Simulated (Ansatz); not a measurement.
Values for one crystal, relaxed and computed with DFT-r²SCAN in the program Ansatz with PAW potentials; other levels are named.

| Quantity | Result |
|---|---|
| Volume per atom | 11.46 Å³ |
| Electronic character | metallic (no gap) |
| Young's modulus | 155 GPa |
| Mechanical stability | stable (all eigenvalues of C positive) |
| Poisson's ratio | 0.34 |
| Pressure derivative B′ | 5.0 |
| Elastic constants (relaxed ions, GPa) | C11 = 202, C12 = 144, C44 = 91.4 |

Question: Which of these materials gives this?
(A) Ag, fcc (Cu type)
(B) Cu, fcc (Cu type)
(C) Au, fcc (Cu type)
(D) Ta, fcc (Cu type)

Answer: B, Cu, fcc (Cu type)

Space group Fm-3m (fcc (Cu type)). The r²SCAN relaxation kept the symmetry of its start. No spin polarisation was allowed. As this level gives no gap, shear constants depend on the k-mesh and smearing (Fermi–Dirac, 0.1 eV here).

Potentials: the earlier of the program's two PAW sets.
